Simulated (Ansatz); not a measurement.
Density of states of TiTe₂ (P-3m1, a = 3.696 Å, b = 3.696 Å, c = 6.383 Å, α = 90.00°, β = 90.00°, γ = 120.00°), in states per eV and primitive cell, averaged over bins of 0.3 eV. Theory: DFT PBE+D3(BJ), scalar-relativistic, plane waves, PAW in Ansatz 0.2.0.

Plane waves to 420 eV, a k mesh through Γ of 15×15×8 on the computed 3-atom cell and Gaussian smearing (0.10 eV); no spin polarisation.

The cell is relaxed at this level. The states (both spins) are summed by tetrahedra on a 23×23×12 mesh at the self-consistent density. Energies are bin centres; the table starts no lower than −8 eV and ends at 6 eV, or lower where the solved bands end.

It is a metal at this level.

| E − E_F (eV) | total | Ti 3d | Te 5p | Te 5s | Ti 4s |
| --- | --- | --- | --- | --- | --- |
| -5.50 | 0.09 | 0.01 | 0.07 | 0.00 | 0.01 |
| -5.20 | 0.95 | 0.10 | 0.71 | 0.02 | 0.10 |
| -4.90 | 1.49 | 0.14 | 1.16 | 0.04 | 0.13 |
| -4.60 | 2.67 | 0.24 | 2.15 | 0.07 | 0.17 |
| -4.30 | 2.89 | 0.32 | 2.34 | 0.08 | 0.11 |
| -4.00 | 2.08 | 0.26 | 1.66 | 0.07 | 0.06 |
| -3.70 | 1.14 | 0.14 | 0.84 | 0.07 | 0.06 |
| -3.40 | 1.33 | 0.16 | 1.02 | 0.06 | 0.07 |
| -3.10 | 2.00 | 0.25 | 1.54 | 0.08 | 0.07 |
| -2.80 | 2.79 | 0.49 | 2.10 | 0.07 | 0.06 |
| -2.50 | 2.87 | 0.71 | 2.01 | 0.06 | 0.03 |
| -2.20 | 3.40 | 1.02 | 2.21 | 0.07 | 0.03 |
| -1.90 | 3.92 | 1.30 | 2.44 | 0.08 | 0.03 |
| -1.60 | 4.46 | 1.63 | 2.63 | 0.08 | 0.02 |
| -1.30 | 2.55 | 0.70 | 1.71 | 0.07 | 0.02 |
| -1.00 | 1.97 | 0.50 | 1.37 | 0.04 | 0.01 |
| -0.70 | 1.48 | 0.45 | 0.96 | 0.02 | 0.01 |
| -0.40 | 0.94 | 0.38 | 0.52 | 0.01 | 0.00 |
| -0.10 | 1.17 | 0.72 | 0.39 | 0.01 | 0.01 |
| 0.20 | 2.00 | 1.48 | 0.41 | 0.03 | 0.01 |
| 0.50 | 2.88 | 2.27 | 0.48 | 0.04 | 0.02 |
| 0.80 | 1.34 | 1.04 | 0.25 | 0.01 | 0.01 |
| 1.10 | 2.83 | 2.10 | 0.63 | 0.03 | 0.02 |
| 1.40 | 7.47 | 5.85 | 1.42 | 0.04 | 0.08 |
| 1.70 | 3.14 | 2.37 | 0.66 | 0.02 | 0.05 |
| 2.00 | 0.76 | 0.51 | 0.19 | 0.03 | 0.01 |
| 2.30 | 2.86 | 1.69 | 0.84 | 0.08 | 0.06 |
| 2.60 | 2.90 | 1.54 | 1.04 | 0.06 | 0.07 |
| 2.90 | 2.95 | 1.45 | 1.17 | 0.06 | 0.07 |
| 3.20 | 2.54 | 1.22 | 1.09 | 0.05 | 0.03 |
| 3.50 | 1.45 | 0.70 | 0.62 | 0.03 | 0.01 |
| 3.80 | 0.06 | 0.02 | 0.02 | 0.00 | 0.01 |
| 4.10 | 0.19 | 0.01 | 0.02 | 0.00 | 0.05 |

The columns after the total are the Löwdin projections on the occupied valence shells of the potentials. The rest of the total lies in shells that are empty in the free atom, which aren't projected, and between the atoms.

Spin-orbit coupling is left out, which matters for the bands of heavy elements.